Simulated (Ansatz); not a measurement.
An Ansatz (a quantum-chemistry and plane-wave program) run. Input:

Ansatz 0.2 input:
```yaml
crystal:
  lattice:
    - [0.0, 3.2793426502, 3.2793426502]
    - [3.2793426502, 0.0, 3.2793426502]
    - [3.2793426502, 3.2793426502, 0.0]
  atoms:
    - { symbol: Cd, position: [0.0, 0.0, 0.0] }
    - { symbol: Te, position: [0.75, 0.75, 0.75] }
kpoints:
  mp_grid: { grid: [7, 7, 7] }
hamiltonian:
  xc: r2scan
  pseudopotentials: { azcp: { folder: ./paw }, kind: paw }
scf:
  occupations: { method: fixed }
checkpoint: { read: static.run }
output: { bader: true, populations: true }
```

Output (shortened):

```
Pseudopotential: Cd, paw, valence charge 20
Pseudopotential: Te, paw, valence charge 16
Functional definition: r2SCAN
Crystal: 2 atoms, lattice volume = 70.533 Å³
Basis set: ecut = 500 eV, 1807 PW (Γ), exchange–correlation on 144×144×144 points (64 copies of the dense FFT grid, shifted against one another)
Bands: 22, of which v1, the nominal top of the filled ones, is band 18 counted from 1 (17 counted from 0)
Symmetry: 24 space group operations
Space group: F-43m (ITA 216), of the structure as read, at distance tolerance 4.1e-5 Å
k-points: 20 of 343 (time reversal used)
Stability of the state it starts from, as read at its close in the unpolarized treatment …
iter 1 solved again at ethr=1.64e-7 eV; its pass at ethr=3.10e-3 eV (dr2=5.90e-5 eV) is discarded
SCF iter   1: F=—  HF=-15264.285553 eV  |F-HF|=—  |Δ(HF+E_count)|=         —  Δρ=9.70e-7  dr2=4.82e-10  dr2_τ=7.04e-11  ethr=1.64e-7  ⟨swp⟩=3.8  Hψ=2969  notcnv=0  defer=38
preconditioner: auto → none
SCF iter   2: F=-15264.285553 eV  HF=-15264.285553 eV  |F-HF|=4.18e-11  |Δ(HF+E_count)|=   1.94e-7  Δρ=5.17e-7  dr2=1.79e-10  dr2_τ=7.78e-11  ethr=1.34e-12  ⟨swp⟩=11.3  Hψ=2531  notcnv=0
SCF 1 converged in 2 iterations: F = -15264.285553 eV  dr2 = 1.79e-10
SCF converged after 2 iterations
Free energy (F): -15264.285553 eV
Harris-Foulkes:  -15264.285553 eV  (|F-HF|=4.18e-11)
Internal energy: -15264.285553 eV  (E = F + TS)
E sigma→0 (E₀):  -15264.285553 eV
Fermi energy:    6.705744 eV
--- Per-component energies (eV) ---
  E_band       = -841.767066
  E_kinetic    = 612.020167
  E_local      = -5889.694028  (includes V_loc(G=0)·N_el)
  E_nonlocal   = 187.993697
  E_hartree    = 2771.040020
  E_xc         = -260.844891
  E_vxc        = -324.069728  (∫ρ·V_xc dr)
  E_paw        = -8819.429379  (= ΣΔE_a)
  E_vpaw       = -991.472866  (= ΣTr[D̂ρ^β])
  E_aug_tail   = 0.000036  (compensation charges beyond the density's cutoff)
  E_vtau       = 21.376338  (kinetic-family band-sum trace: ∫τ·v_τ [+ j·A + Jᵃ·Aᵃ] dr)
  E_ewald      = -3865.091283
  E_core_change = -0.279891  (= ΣΔE_core)
  E_smearing   =  0.000000  (= −TS)
  E_closure    = 0.000000  (closes the sum)
  Σ components = -15264.285553   (vs F -15264.285553, Δ=0.00e0)
  [band-id]    e_kinetic+e_local+e_nonlocal+2·e_hartree+e_vxc+e_vpaw+e_augmentation_tail+e_vtau = -841.766345   (vs E_band -841.767066, Δ=7.21e-4)
--- Band table (eV; the first three rows and the last of 20) ---
  k-point 0: bands = ["-98.1423", "-58.2856", "-58.2856", "-58.2856", "-29.9749", "-29.9749", "-29.9749", "-29.9649", "-29.9649", "-4.6115", "-1.7623", "-1.7623", "-1.7623", "-1.5084", "-1.5084", "6.7057", "6.7057", "6.7057", "7.8647", "11.7763", "11.7763", "11.7763"]
  k-point 1: bands = ["-98.1424", "-58.2857", "-58.2856", "-58.2856", "-29.9750", "-29.9749", "-29.9749", "-29.9649", "-29.9649", "-4.5401", "-1.7488", "-1.7488", "-1.6988", "-1.5092", "-1.5092", "5.3667", "6.5426", "6.5426", "8.7831", "11.7430", "12.0350", "12.0350"]
  k-point 2: bands = ["-98.1423", "-58.2857", "-58.2856", "-58.2856", "-29.9750", "-29.9748", "-29.9748", "-29.9649", "-29.9649", "-4.3806", "-1.7213", "-1.7213", "-1.5074", "-1.5074", "-1.4917", "3.7089", "6.2230", "6.2230", "9.0528", "12.3536", "12.3536", "12.7804"]
  k-point 19: bands = ["-98.1423", "-58.2857", "-58.2857", "-58.2857", "-29.9750", "-29.9748", "-29.9744", "-29.9649", "-29.9646", "-4.1352", "-1.6500", "-1.6381", "-1.5366", "-1.5043", "-0.9676", "2.6804", "4.2931", "4.9716", "10.7138", "11.8005", "13.0524", "13.8763"]
--- Löwdin populations: 2 sites ---
  site symbol       q [e]
     0     Cd     18.8329
     1     Te     16.9634
  spilling = 0.005657 (of n_electrons = 36.000000)
--- Bader charges: 2 sites ---
  site symbol  charge [e]  shift [e]
     0     Cd      0.6176     0.0011
     1     Te     -0.6176     0.0011
  shift: an alarm, by how much a part of what the PAW files miss would move the charge. Where it is large, compare
  with a run on PAW files of another source; a small one proves nothing
  estimated error of the sums over rays = 2.8e-4 e
```

Cost: around 20 core-seconds (rough) on shared cores.

The r²SCAN relaxation kept the symmetry of its start; of distortions, only those at the zone centre were tested. Spin–orbit coupling is left out wherever it is not named.

Potentials: the earlier of the program's two PAW sets.

Ansatz is a plane-wave DFT program.
